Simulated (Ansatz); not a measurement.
MoRu:
```
CELL_PARAMETERS angstrom
      2.76401     0.00000     0.00000
      0.00000     2.76401     0.00000
      0.00000     0.00000     3.81473
ATOMIC_POSITIONS crystal
  Ru 0.00000 0.00000 0.00000
  Mo 0.50000 0.50000 0.50000
```

Relaxed with r²SCAN. Special points in fractions of this cell's reciprocal vectors: Γ (0.000, 0.000, 0.000); X (0.000, 0.500, 0.000); M (0.500, 0.500, 0.000); Z (0.000, 0.000, 0.500); R (0.000, 0.500, 0.500); A (0.500, 0.500, 0.500).

Problem. List the band energies nearest the Fermi level at these points for DFT-r²SCAN in the program Ansatz with PAW potentials.

Solution. In eV from the Fermi level; about four levels below and three above (degenerate sets whole), none deeper than 8.9 eV; … stands for higher levels left out; points with the same levels are listed once.

```
k                          below           above
-  -----------------------------  --------------
Γ        -5.44 -1.95 -1.95 -1.47  0.39 1.23 3.66
X        -2.45 -2.17 -1.10 -0.27     0.50 1.78 …
M        -6.04 -5.90 -5.41 -5.41  2.24 2.44 3.70
Z        -3.49 -1.04 -0.63 -0.63     0.33 0.73 …
R        -2.21 -2.13 -2.05 -1.23  1.24 1.50 2.25
A  -3.07 -3.07 -2.50 -2.50 -0.37  1.66 2.25 4.91
```

Space group P4/mmm (L1₀ or tetragonal B2). The start of the workflow was typed in or built on a structure type; neither database checked (COD, Materials Project) lists it. Its standing as an ambient phase is unchecked. The cell was relaxed with r²SCAN under the symmetry of its start; whether a distortion lowers the energy is not shown. No spin polarisation was allowed. Scalar-relativistic: spin–orbit coupling is off unless named, which matters more the heavier the elements.

Potentials: the later of the program's two PAW sets.
